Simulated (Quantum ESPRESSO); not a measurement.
Band energies of HgSe

```
HgSe
1.0
    0.00000     3.09633     3.09633
    3.09633     0.00000     3.09633
    3.09633     3.09633     0.00000
Se Hg
1 1
Direct
  0.25000   0.25000   0.25000
  0.00000   0.00000   0.00000
```

LDA (Quantum ESPRESSO, PseudoDojo norm-conserving, 86 Ry, without SOC); path ΓXWKΓLUWLK,UX; energies in eV from the Fermi level.

| k (1/Å) | point | band 14 | band 15 | band 16 | band 17 | band 18 | band 19 | band 20 | band 21 |
|---|---|---|---|---|---|---|---|---|---|
| 0.00 | Γ | -6.32 | -6.32 | -1.36 | -0.13 | -0.13 | -0.13 | 5.33 | 5.33 |
| 0.34 |  | -6.35 | -6.30 | -2.56 | -0.75 | -0.75 | 1.18 | 4.05 | 6.13 |
| 0.68 |  | -6.32 | -6.25 | -4.07 | -1.77 | -1.77 | 2.36 | 3.02 | 7.42 |
| 1.01 | X | -6.22 | -6.01 | -5.02 | -2.23 | -2.23 | 2.49 | 2.80 | 7.94 |
| 1.14 |  | -6.23 | -5.98 | -5.05 | -2.30 | -2.26 | 2.59 | 2.98 | 7.83 |
| 1.52 | W | -6.37 | -5.80 | -5.20 | -2.63 | -2.38 | 3.23 | 4.88 | 5.73 |
| 1.88 | K | -6.27 | -5.87 | -5.16 | -2.80 | -1.85 | 2.62 | 4.20 | 7.52 |
| 2.31 |  | -6.34 | -6.25 | -4.15 | -2.10 | -0.86 | 1.94 | 5.23 | 5.52 |
| 2.63 |  | -6.34 | -6.31 | -2.60 | -0.78 | -0.31 | 0.82 | 4.68 | 5.62 |
| 2.96 | Γ | -6.32 | -6.32 | -1.36 | -0.13 | -0.13 | -0.13 | 5.33 | 5.33 |
| 3.35 |  | -6.32 | -6.32 | -3.06 | -0.52 | -0.52 | 0.71 | 4.92 | 5.82 |
| 3.64 |  | -6.29 | -6.29 | -4.71 | -0.92 | -0.92 | 0.82 | 6.03 | 6.05 |
| 3.84 | L | -6.28 | -6.04 | -5.36 | -1.02 | -1.02 | 0.81 | 6.05 | 6.05 |
| 4.04 |  | -6.28 | -6.02 | -5.27 | -1.70 | -1.17 | 1.53 | 5.44 | 6.36 |
| 4.35 |  | -6.28 | -5.91 | -5.13 | -2.77 | -1.71 | 2.58 | 4.49 | 7.05 |
| 4.46 | U | -6.27 | -5.87 | -5.16 | -2.80 | -1.85 | 2.62 | 4.20 | 7.52 |
| 4.70 |  | -6.33 | -5.82 | -5.18 | -2.69 | -2.23 | 3.10 | 4.56 | 6.16 |
| 4.82 | W | -6.37 | -5.80 | -5.20 | -2.63 | -2.38 | 3.23 | 4.88 | 5.73 |
| 5.08 |  | -6.32 | -5.94 | -5.12 | -2.58 | -1.75 | 2.69 | 4.96 | 5.78 |
| 5.35 |  | -6.28 | -6.03 | -5.29 | -1.56 | -1.14 | 1.40 | 5.56 | 6.20 |
| 5.53 | L | -6.28 | -6.04 | -5.36 | -1.02 | -1.02 | 0.81 | 6.05 | 6.05 |
| 5.62 |  | -6.28 | -6.04 | -5.34 | -1.18 | -1.05 | 0.98 | 5.88 | 6.11 |
| 5.98 |  | -6.29 | -5.94 | -5.13 | -2.64 | -1.58 | 2.46 | 4.69 | 6.77 |
| 6.15 | K | -6.27 | -5.87 | -5.16 | -2.80 | -1.85 | 2.62 | 4.20 | 7.52 |
| 6.15 | U | -6.27 | -5.87 | -5.16 | -2.80 | -1.85 | 2.62 | 4.20 | 7.52 |
| 6.51 | X | -6.22 | -6.01 | -5.02 | -2.23 | -2.23 | 2.49 | 2.80 | 7.94 |

At this level the gap is closed or nearly so: along the path the highest valence and lowest conduction bands touch, or overlap by less than 0.6 eV, a zero-gap or semimetallic result; the valence top lies at Γ, the conduction bottom at Γ.

Without spin-orbit coupling, band edges of such heavy elements can be off by tenths of an eV.

Geometry of the Materials Project entry, not relaxed at this level.
